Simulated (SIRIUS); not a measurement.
Band structure of TiO₂ (P4_2/mnm, 6 atoms in the cell; from Materials Project mp-2657).

```yaml
crystal:
  lattice:
    - [4.59984, 0.00000, 0.00000]
    - [0.00000, 4.59984, 0.00000]
    - [0.00000, 0.00000, 2.95921]
  atoms:
    - { symbol: Ti, position: [0.50000, 0.50000, 0.00000] }
    - { symbol: Ti, position: [0.00000, 0.00000, 0.50000] }
    - { symbol: O, position: [0.69568, 0.69568, 0.50000] }
    - { symbol: O, position: [0.30432, 0.30432, 0.50000] }
    - { symbol: O, position: [0.80432, 0.19568, 0.00000] }
    - { symbol: O, position: [0.19568, 0.80432, 0.00000] }
```

Method: PBE, GBRV PBE ultrasoft pseudopotentials (plane waves; SIRIUS).

Settings: parameters.ngridk = 4 4 6; parameters.xc_functionals = [XC_GGA_X_PBE, XC_GGA_C_PBE]; parameters.gk_cutoff = 6.325 1/bohr; parameters.pw_cutoff = 14.143 1/bohr; parameters.smearing = gaussian; parameters.smearing_width = 0.00183747 Ha; potentials = GBRV PBE ultrasoft pseudopotentials; parameters.electronic_structure_method = pseudopotential; parameters.num_bands = 30; parameters.num_mag_dims = 0; parameters.num_dft_iter = 100; parameters.energy_tol = 1e-07 Ha; parameters.density_tol = 1e-06; mixer.type = anderson.

The structure comes from a collection of computed structures, made at another level of theory; the collection holds predicted forms beside known ones.

Task: Predict the gap along the standard path and the places of the band edges.

Result: The gap along the path is 1.86 eV, direct at Γ to within 0.01 eV.

Points are given in units of this cell's reciprocal vectors. Levels in eV from the top of the valence band on the path, bands 21 to 28:
| point | 21 | 22 | 23 | 24 | 25 | 26 | 27 | 28 |
|---|---|---|---|---|---|---|---|---|
| Γ (0 0 0) | -0.71 | -0.46 | -0.46 | 0.00 | 1.86 | 2.15 | 2.39 | 2.49 |
| X (0 0.5 0) | -1.65 | -1.65 | -0.74 | -0.74 | 2.53 | 2.53 | 3.02 | 3.02 |
| M (0.5 0.5 0) | -1.31 | -1.31 | -1.08 | -1.08 | 1.90 | 1.90 | 2.52 | 2.52 |
| Z (0 0 0.5) | -2.36 | -2.36 | -1.43 | -1.43 | 2.97 | 2.97 | 3.17 | 3.17 |
| R (0 0.5 0.5) | -2.04 | -2.04 | -1.04 | -1.04 | 1.91 | 1.91 | 3.19 | 3.19 |
| A (0.5 0.5 0.5) | -1.29 | -1.29 | -0.68 | -0.68 | 2.59 | 2.59 | 3.20 | 3.20 |
